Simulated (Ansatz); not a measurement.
Sheets of one type (MnBi2Te4-type), r²SCAN+D4 in the plane-wave PAW code Ansatz; HSE06 gaps on those cells.

| layer | a (Å) | thickness (Å) | gap (eV) | IP (eV) |
|---|---|---|---|---|
| Bi2NiTe4 | 4.223 | 10.63 | 0.59 | 4.84 |
| Bi2VSe4 | 4.040 | 9.98 | 0.58 | 4.80 |
| Bi2VTe4 | ___ | ___ | ___ | ___ |
| VSb2Te4 | 4.224 | 10.55 | 0.32 | 4.23 |

Problem. Some entries are withheld; supply them.

Solution. 
- Bi2VTe4, a (Å): 4.297
- Bi2VTe4, thickness (Å): 10.74
- Bi2VTe4, gap (eV): 0.70
- Bi2VTe4, IP (eV): 4.55

Spin orders computed, not proven ground states: Bi2NiTe4, MnBi2Te4-type layer ferromagnetic; Bi2VSe4, MnBi2Te4-type layer ferromagnetic; Bi2VTe4, MnBi2Te4-type layer ferromagnetic; VSb2Te4, MnBi2Te4-type layer ferromagnetic. All cells were relaxed under the symmetry of their starts (and spin orders); stability against distortions was not tested throughout. Spin–orbit coupling is left out wherever it is not named. Constructed layers (a layer type filled with these elements): Bi2NiTe4, MnBi2Te4-type layer; Bi2VSe4, MnBi2Te4-type layer; Bi2VTe4, MnBi2Te4-type layer; VSb2Te4, MnBi2Te4-type layer.

Potentials: the later of the program's two PAW sets.
